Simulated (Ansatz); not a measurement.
## What a change of settings does: Sc (diamond type)

First run: DFT, LDA, all-electron LAPW, scalar-relativistic (Ansatz 0.2.0).

Command: `ansatz run input.yaml --threads 1 --pin off --max-ram 2048MiB --backend cpu --events-out ev --progress --plain --runs-dir out` It took 42 s on 1 thread of Arm Neoverse V2, with other jobs on the host, peak memory 0.53 GiB.

```yaml
crystal:
  lattice:
    - [0.0, 3.138591468, 3.138591468]
    - [3.138591468, 0.0, 3.138591468]
    - [3.138591468, 3.138591468, 0.0]
  atoms:
    - { symbol: Sc, position: [-0.26, -0.08, -0.08] }
    - { symbol: Sc, position: [0.26, 0.08, 0.08] }
kpoints:
  mp_grid: { grid: [8, 8, 8] }
scf:
  occupations: { method: fermi_dirac, width: 0.05 }
hamiltonian:
  xc: lda
  pseudopotentials: { kind: all_electron, lapw: { basis_error: 0.001 } }
output:
  forces: true
  stress: true
  eigenvalues: true
  populations: true
```

This is a prototype cell at a chosen volume, and whether it is the ground state is a separate question.

This run: one bond, the shortest of the undistorted cell, set to 1.740 Å.

It converges in 8 SCF iterations at a pressure of 15.65 GPa, largest force 15.111 eV/Å.

A second input differs as follows:

```diff
   occupations: { method: fermi_dirac, width: 0.05 }
+  max_iter: 75
 hamiltonian:
   pseudopotentials: { kind: all_electron, lapw: { basis_error: 0.001 } }
+  hubbard: { sites: [{ species: Sc, l: d, u_eff: -5.0 }] }
 output:
```

Problem. What is wrong with it, and what does the program do?

Solution. The change was made to test an enormous or negative U. The run converges in 10 SCF iterations at a pressure of 10.14 GPa, largest force 13.812 eV/Å. Compare each number with the sound run's before taking it for a property of the system. The log ends:
```
  k-point 0: bands = ["-458.5778", "-458.5777", "-373.7227", "-373.7227", "-373.7227", "-373.7227", "-373.6092", "-373.6088", "-43.2154", "-39.9525", "-24.0518", "-21.1315", "-21.1315", "-19.4675", "-19.4675", "-16.4345", "2.5777", "5.7643", "5.7643", "5.8359", "5.8359", "6.8990", "8.4975"]
  k-point 1: bands = ["-458.5779", "-458.5777", "-373.7227", "-373.7227", "-373.7227", "-373.7227", "-373.6092", "-373.6088", "-43.2149", "-39.9557", "-24.0452", "-21.1444", "-21.1303", "-19.4707", "-19.4533", "-16.4411", "2.7812", "5.5296", "5.6645", "5.8925", "6.0460", "6.7717", "8.3276"]
  k-point 2: bands = ["-458.5780", "-458.5777", "-373.7227", "-373.7227", "-373.7227", "-373.7227", "-373.6092", "-373.6088", "-43.2146", "-39.9627", "-24.0294", "-21.1748", "-21.1276", "-19.4784", "-19.4192", "-16.4573", "3.3512", "5.2258", "5.6737", "5.7201", "6.2956", "6.6313", "7.9184"]
  k-point 64: bands = ["-458.5788", "-458.5770", "-373.7227", "-373.7227", "-373.7227", "-373.7227", "-373.6091", "-373.6088", "-43.1628", "-40.0311", "-23.9096", "-21.2158", "-21.2158", "-19.3393", "-19.3393", "-16.5687", "3.1035", "5.1409", "5.1409", "5.3246", "5.4781", "5.4781", "9.0568"]
Occupation matrices written to <dir>
--- Löwdin populations: 2 sites ---
  site symbol       q [e]
     0     Sc     20.9222
     1     Sc     20.9222
  spilling = 0.003703 (of n_electrons = 42.000000)
```
